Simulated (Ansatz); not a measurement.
Rh:
Space group P6₃/mmc (No. 194); a = 2.670 Å, b = 2.670 Å, c = 4.299 Å, α = 90.00°, β = 90.00°, γ = 120.00°

```json
[
 {"atom": "Rh", "site": "2c", "symmetry": "-6m2", "x": "0.3333", "y": "0.6667", "z": "0.2500"}
]
```

Relaxed at zero pressure with plane-wave PAW LDA (Ansatz code).

Task: The volume is raised by 6 % and shape and atoms relax at that volume. What pressure results, and how do the axes share the change?

Result: -15.8 GPa; a 2.0 %, b 2.0 %, c 1.9 %; the energy rises by 42 meV/atom.

Task: Give the new structure.

Result: 
Space group P6₃/mmc (No. 194); a = b = 2.7233 Å, c = 4.3801 Å, α = β = 90.00°, γ = 120.00°

```csv
atom,site,symmetry,x,y,z
Rh,2c,-6m2,0.3333,0.6667,0.2500
```

The phase is kept; no other phase was compared at this pressure.

Space group P6_3/mmc (hcp (Mg type)). The first step of the workflow began from a Materials Project structure, measured or hypothetical; the Crystallography Open Database copy checked does not list it. It is not the phase usual at ambient conditions (space group No. 225). The cell keeps a stress of up to 0.2 GPa. The cell was relaxed with LDA under the symmetry of its start; whether a distortion lowers the energy is not shown. The run is not spin-polarised. Axis ratios of metals converge slowly with the k-mesh, so a and c are less sure than the volume.

Potentials: the later of the program's two PAW sets.
